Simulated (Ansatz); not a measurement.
Y:
```
Y
1.0
   -2.03286     2.03286     2.03286
    2.03286    -2.03286     2.03286
    2.03286     2.03286    -2.03286
Y
1
Cartesian
  0.00000   0.00000   0.00000
```

Relaxed with r²SCAN. Special points in fractions of this cell's reciprocal vectors: Γ (0.000, 0.000, 0.000); H (0.500, -0.500, 0.500); N (0.000, 0.000, 0.500); P (0.250, 0.250, 0.250).

List the band energies nearest the Fermi level at these points for DFT-r²SCAN in the program Ansatz with PAW potentials.

In eV from the Fermi level; about four levels below and three above (degenerate sets whole), none deeper than 8.9 eV; points with the same levels are listed once.

```tsv
k	below	above
Γ	-5.03	1.94 1.94 1.94
H	-1.55 -1.55	5.49 5.49 5.49
N	-2.01	0.36 0.54 3.73
P	-0.18 -0.18 -0.18	4.45 4.45 5.60
```

Space group Im-3m (bcc (W type)). The start of the workflow was typed in or built on a structure type; neither database checked (COD, Materials Project) lists it. It is not the phase usual at ambient conditions (space group No. 194). Symmetry was held in the r²SCAN relaxation; whether a distortion lowers the energy is not shown. The run is not spin-polarised. Scalar-relativistic: spin–orbit coupling is off unless named, which matters more the heavier the elements.

Potentials: the later of the program's two PAW sets.
